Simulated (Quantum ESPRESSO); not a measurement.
WHf6Ti, one composition in several site orders

A calculation, not a measurement. The program is pw.x of Quantum ESPRESSO 7.5 (plane-wave density functional theory). The cell is made up: eight metal atoms on a hexagonal close-packed lattice, with elements, volume, strain and displacements drawn at random and not relaxed, so it may be unstable or far from any real phase. PseudoDojo standard norm-conserving files set the functional (PBE unless stated); there is no spin polarisation or spin-orbit coupling, the Fermi-Dirac width of 0.25 eV means electrons at about 2900 K, and the masses in the input are unused placeholders. Heavy elements are run without spin-orbit coupling, which real alloys of them have. A spin test at this wide smearing found no moment, but such smearing suppresses magnetism that the real alloy may have.

The runs put one composition on the sites in different orders. Cell, positions, cutoff, mesh and smearing stay as in the input of run 1; sites are counted in its order. Stress in the tables is positive in tension.

Input of run 1:

```
&control calculation='scf', pseudo_dir='./dojo.nc.sr.pbe.v0_5.standard.upf', outdir='./o', disk_io='minimal', tprnfor=.true., tstress=.true. /
&system ibrav=0, nat=8, ntyp=3, nbnd=67, ecutwfc=84.00895049, nosym=.true., tot_charge=0,
 occupations='smearing', smearing='fd', degauss=0.0183746611
/
&electrons conv_thr=1.470e-08, electron_maxstep=70, mixing_beta=0.5 /
ATOMIC_SPECIES
Hf 1.0 Hf.upf
Ti 1.0 Ti.upf
W 1.0 W.upf
CELL_PARAMETERS angstrom
-3.0715 -0.0537 0.0053
0.0931 5.4587 -0.0411
1.5068 -2.6238 -10.481
ATOMIC_POSITIONS angstrom
W 0.0888 -0.018 -0.0567
Hf 0.0991 1.8546 -2.7395
Hf -0.0108 0.0753 -5.2589
Ti 0.0549 1.8902 -7.7678
Hf -1.4749 2.6835 -0.1176
Hf -1.5476 4.556 -2.6342
Hf -1.4792 2.7518 -5.269
Hf -1.5005 -0.8677 -7.9164
K_POINTS automatic
8 5 2 1 1 1
```

| run | elements on sites 1 to 8 | free energy less that of run 1 (eV) | -TS (eV) | pressure (GPa) | stress xx (GPa) | stress yy (GPa) | stress zz (GPa) | stress yz (GPa) | stress xz (GPa) | stress xy (GPa) | iterations |
| --- | --- | --- | --- | --- | --- | --- | --- | --- | --- | --- | --- |
| 1 | W Hf Hf Ti Hf Hf Hf Hf | 0.000 | -2.216 | -4.03 | 1.38 | 4.63 | 6.08 | 0.46 | -0.26 | 1.38 | 19 |
| 2 | Hf W Hf Hf Hf Ti Hf Hf | -0.028 | -2.219 | -4.22 | 1.77 | 3.73 | 7.17 | -0.11 | 0.09 | 1.61 | 18 |
| 3 | Hf Hf W Ti Hf Hf Hf Hf | -0.065 | -2.233 | -4.11 | 1.34 | 4.66 | 6.33 | -0.15 | 0.66 | 1.41 | 19 |
| 4 | Hf Hf Hf Ti Hf W Hf Hf | -0.155 | -2.236 | -4.14 | 1.50 | 4.46 | 6.48 | -0.21 | -0.12 | 1.40 | 19 |

Forces Fx Fy Fz (eV/Å):

| site | run 1 | run 2 | run 3 | run 4 |
| --- | --- | --- | --- | --- |
| 1 | -0.16 0.40 0.47 | -0.47 0.29 -0.03 | -0.59 0.20 0.64 | -0.27 -0.12 -0.08 |
| 2 | -0.30 -0.20 0.31 | 0.08 -0.31 0.26 | -0.30 -0.44 0.08 | -0.11 0.11 0.43 |
| 3 | -0.14 -0.07 -0.13 | -0.12 0.09 0.52 | -0.16 0.39 -0.13 | -0.01 -0.28 0.30 |
| 4 | 0.11 -0.10 -0.92 | 0.22 -0.14 -0.74 | 0.19 -0.41 -0.29 | 0.18 -0.20 -0.52 |
| 5 | 0.10 -0.11 0.54 | 0.16 -0.16 -0.62 | 0.22 0.03 0.38 | 0.17 0.30 0.18 |
| 6 | 0.43 0.15 0.42 | 0.25 0.11 -0.27 | 0.62 -0.02 -0.83 | 0.13 -0.38 -0.13 |
| 7 | -0.04 0.21 -0.52 | -0.08 0.18 0.87 | 0.01 -0.03 -0.54 | -0.06 0.51 -0.34 |
| 8 | -0.01 -0.29 -0.18 | -0.04 -0.06 0.01 | 0.00 0.26 0.70 | -0.04 0.06 0.17 |

The sites are displaced and not relaxed, so the energy differences hold strain from misfit and are not ordering energies. A rerun of one cell of this series at a higher cutoff and on a denser mesh moved values by no more than 0.002 eV in energy, 0.05 GPa in stress and 0.003 eV/Å in force, and a second program with other atomic files agreed on that cell to 2 % rms in force and 0.5 GPa in pressure.